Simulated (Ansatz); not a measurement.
Sn2GeTe3:
Space group P-3m1 (No. 164); a = 4.3515 Å, b = 4.3515 Å, c = 10.6864 Å, α = 90.00°, β = 90.00°, γ = 120.00°

```
atom  site  symmetry       x       y       z
----  ----  --------  ------  ------  ------
Sn      2d       3m.  0.6667  0.3333  0.1744
Ge      1b      -3m.  0.0000  0.0000  0.5000
Te      2d       3m.  0.3333  0.6667  0.3492
Te      1a      -3m.  0.0000  0.0000  0.0000
```

Relaxed at zero pressure with PBEsol (plane waves, PAW; program Ansatz).

Task: The volume is lowered by 6 % and shape and atoms relax at that volume. What pressure results, and how do the axes share the change?

Result: 3.6 GPa; a -2.3 %, b -2.3 %, c -1.6 %; the energy rises by 19 meV/atom.

Task: Give the new structure.

Result: 
Space group P-3m1 (No. 164); a = 4.253 Å, b = 4.253 Å, c = 10.514 Å, α = 90.00°, β = 90.00°, γ = 120.00°

```
atom  site  symmetry       x       y       z
----  ----  --------  ------  ------  ------
Sn      2d       3m.  0.6667  0.3333  0.1745
Ge      1b      -3m.  0.0000  0.0000  0.5000
Te      2d       3m.  0.3333  0.6667  0.3493
Te      1a      -3m.  0.0000  0.0000  0.0000
```

The phase is kept; no other phase was compared at this pressure.

The workflow started from a Materials Project entry (that database holds measured and hypothetical structures alike); the Crystallography Open Database copy checked does not list it. Its standing as an ambient phase is unchecked. Symmetry was held in the PBEsol relaxation; of distortions, only those at the zone centre were tested, and some modes there are weakly imaginary. Scalar-relativistic: spin–orbit coupling is off unless named, which matters more the heavier the elements.

Potentials: the later of the program's two PAW sets.
